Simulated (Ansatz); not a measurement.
**Notes on Rb2NaYO6**

```xyz
10
Lattice="0.0000 4.3821 4.3821 4.3821 0.0000 4.3821 4.3821 4.3821 0.0000" Properties=species:S:1:pos:R:3 pbc="T T T"
O     2.1385    4.3821    4.3821
O     4.3821    2.1385    4.3821
O     6.6257    4.3821    4.3821
O     4.3821    6.6257    4.3821
O     4.3821    4.3821    2.1385
O     4.3821    4.3821    6.6257
Na    4.3821    4.3821    4.3821
Y     0.0000    0.0000    0.0000
Rb    2.1910    2.1910    2.1910
Rb    6.5731    6.5731    6.5731
```

Method: m-r2SCAN, no spin polarisation; PAW, plane waves to 500 eV, 7×7×7 Γ-centred mesh, gaussian occupations (width 0.0388 eV) (Ansatz 0.2.0), atoms fixed.

Question: What does the stress say?

Answer: The pressure is 3.0 GPa (compression positive), so with the atoms held at these fractions the cell would first expand.

Question: Which atom feels the largest force, and which way?

Answer: The largest is on O4 (and as large on other atoms): 0.46 eV/Å, components (0.00, -0.46, 0.00). It makes 180° with the line to a nearest neighbour, Y8 at 2.14 Å, pointing away from it.

Question: Is there a gap?

Answer: It is a metal, with about 20 states/eV a cell as the mean within 0.25 eV of the Fermi level, mostly O p (98 %).

Question: Which element gives electrons and which takes them?

Answer: Bader charges in e: Rb +0.86, Na +0.87, Y +2.14, O -0.79. In the mean Y gives up most and O takes most.

Origin: a known structure type with other elements, at an estimated volume, so it need not be a known compound. Caveats: many states at the Fermi level without spin polarisation, so a magnetic state may lie lower; m-r2SCAN is r2SCAN with a changed spin dependence that lowers moments.
